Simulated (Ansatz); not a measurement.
In plane-wave PAW PBEsol (Ansatz code), CdSiP$_{2}$ in the chalcopyrite structure (I-42d) relaxes to a = 5.644 Å, c = 10.500 Å. Cd has 4 nearest neighbours from 2.54 Å (tetrahedral); Si has 4 nearest neighbours from 2.25 Å (tetrahedral). Against the elements it lies at -212 meV/atom, with no fitted shifts.

It is gapped at this level: 1.24 eV (direct). The valence maximum lies at Γ and the conduction minimum at Γ. The screened hybrid HSE06 puts the gap at 2.00 eV. Gap from PBEsol with spin–orbit coupling: 1.24 eV. Electrons at the band edge weigh 0.27, 0.27, 0.72 mₑ (principal values). The hole mass is 0.14, 0.42, 0.42 mₑ (principal values).

The bulk modulus is 82.6 GPa. The relaxed-ion elastic constants in GPa are C11 = 124, C12 = 61.2, C13 = 66.8, C33 = 109, C44 = 54.3, C66 = 52.5. The elastic constants imply a Debye temperature near 382 K. Perturbation theory gives ε∞ = 11.2 (xx = yy), 10.9 (zz). Born charges are Cd +1.89, Si +2.32, P -2.11 e. Bader charges are Cd +0.53, Si +1.89, P -1.21 e.

The cell was relaxed with PBEsol under the symmetry of its start. The references are the lowest solids computed at this level, not always the standard phases. Spin–orbit coupling is left out wherever it is not named.

Potentials: the later of the program's two PAW sets.
